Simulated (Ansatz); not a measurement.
## Rb3NaH: a bulk modulus from differences

It was reached by relaxing an invented guess, and it needn't be the stable form of this composition.

Theory: DFT PBE, scalar-relativistic, plane waves, PAW (Ansatz 0.2.0). Settings of the last relaxation (5-atom cell): 420 eV, 6×6×6 k points, Gaussian smearing of 0.10 eV, no spin polarisation.

```yaml
crystal:
  lattice:
    - [6.30769, 0.00000, 0.00000]
    - [0.00000, 6.30769, 0.00000]
    - [0.00000, 0.00000, 6.30769]
  atoms:
    - { symbol: Rb, position: [0.50000, 0.00000, 0.50000] }
    - { symbol: Rb, position: [0.50000, 0.50000, 0.00000] }
    - { symbol: Rb, position: [0.00000, 0.50000, 0.50000] }
    - { symbol: Na, position: [0.00000, 0.00000, 0.00000] }
    - { symbol: H, position: [0.50000, 0.50000, 0.50000] }
```

The cell was set to several volumes, with shape and atoms relaxed at each where symmetry leaves them free. Pressure is positive in compression, and energies count from the lowest row. No row has a gap on its mesh.

```csv
row,V (Å³/atom),P (GPa),ΔE (meV/atom)
1,44.170,0.86,14.5
2,45.675,0.60,7.7
3,47.181,?,?
4,48.687,0.17,0.8
5,50.193,0.00,0.0
6,51.699,-0.15,0.7
7,53.204,-0.28,2.8
8,55.212,-0.42,7.3
```

Question: Find B = −V·ΔP/ΔV from rows 4 and 6 and from rows 1 and 2, and from the two its slope B′ and its value B0 at zero pressure.

Answer: Rows 4 and 6 give −(48.687 + 51.699)/2 × (-0.15 − (0.17))/(51.699 − 48.687) = 5.3 GPa at a mean pressure of 0.01 GPa. Rows 1 and 2 give −(44.170 + 45.675)/2 × (0.60 − (0.86))/(45.675 − 44.170) = 7.8 GPa at a mean pressure of 0.73 GPa. So B′ = (7.8 − 5.3)/(0.73 − (0.01)) = 3.47 and B0 = 5.3 − 3.47 × (0.01) = 5.3 GPa. A third-order Birch–Murnaghan fit to all the energies gives B0 = 5.3 GPa and B′ = 3.7.

Question: Estimate the pressure and energy of row 3.

Answer: From row 5, V0 = 50.193 × (1 + (0.00)/5.3) = 50.193 Å³/atom. Murnaghan's form P = (B0/B′)·[(V0/V)^B′ − 1] gives (5.3/3.47) × [(50.193/47.181)^3.47 − 1] = 0.37 GPa; the computed pressure is 0.37 GPa, so the estimate is off by 0.00 GPa. The work of compression from row 4, with the mean of the two pressures, gives ΔE = 0.8 + (0.37 + 0.17)/2 × (48.687 − 47.181)/160.2 × 1000 = 3.3 meV/atom (1 eV/Å³ = 160.2 GPa); the computed value is 3.2 meV/atom.

The cell is a metal run without spin; a magnetic state may lie lower. All volumes keep the k mesh of the relaxed cell. A later test with randomly moved atoms came back to the same energy, though modes that don't fit the test's cell weren't probed.
